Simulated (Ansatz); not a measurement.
## CoP: computed property card

CoP:
Space group Pm-3m (No. 221); a = 2.767 Å, b = 2.767 Å, c = 2.767 Å, α = 90.00°, β = 90.00°, γ = 90.00°

```json
[
 {"atom": "Co", "site": "1a", "symmetry": "m-3m", "x": "0.0000", "y": "0.0000", "z": "0.0000"},
 {"atom": "P", "site": "1b", "symmetry": "m-3m", "x": "0.5000", "y": "0.5000", "z": "0.5000"}
]
```

Space group Pm-3m (No. 221), CsCl type; conventional cell a = 2.7673 Å, b = 2.7673 Å, c = 2.7673 Å, α = 90.00°, β = 90.00°, γ = 90.00°.

Method: the program Ansatz at the PBEsol level (PAW). Geometry: relaxed at this level of theory. Other levels are named where they apply.

Cell and energy:

- Volume per atom: 10.60 Å³
- Density: 7.05 g/cm³
- Formation energy from the elements (no fitted shifts): -0.20 eV/atom

Electronic structure:

- Electronic character = metallic (no gap)
- Density of states at the Fermi level = 0.84 states/eV per atom (mean over ±0.08 eV)

Magnetism:

- Magnetic order = non-magnetic (starting moments vanished)

Mechanics:

Bulk modulus (Birch–Murnaghan fit): 219 GPa
Pressure derivative B′: 4.6
Elastic constants (relaxed ions, GPa): C11 = 243, C12 = 203, C44 = 74.1
Mechanical stability: stable (all eigenvalues of C positive)
Hill bulk and shear moduli: 216 and 43.7 GPa
Young's modulus: 123 GPa
Poisson's ratio: 0.41
Debye temperature from the elastic constants: 382 K

Phonons:

Highest zone-centre frequency: 128 cm^-1
Zone-centre stability: no imaginary mode at Γ

A made-up cell: these elements were put on the sites of a structure type; neither database checked (COD, Materials Project) lists it. COD files the formula under space group No. 62. Whether it is the stable phase at ambient conditions was not checked. Symmetry was held in the PBEsol relaxation. The workflow began spin-polarised and lost its moments. As this level gives no gap, shear constants depend on the k-mesh and smearing (Fermi–Dirac, 0.1 eV here). As this level gives no gap, phonon frequencies hold no LO–TO term and depend on the k-mesh and smearing (Fermi–Dirac, 0.1 eV here). On the denser mesh and wider smearing of the elastic run this cell carries a stress of 0.6 GPa. The references are the lowest solids computed at this level, not always the standard phases.

Potentials: the earlier of the program's two PAW sets. The files were generated under PBE; for other functionals the program regenerates the frozen cores, and for LDA and PBEsol the local potential too.
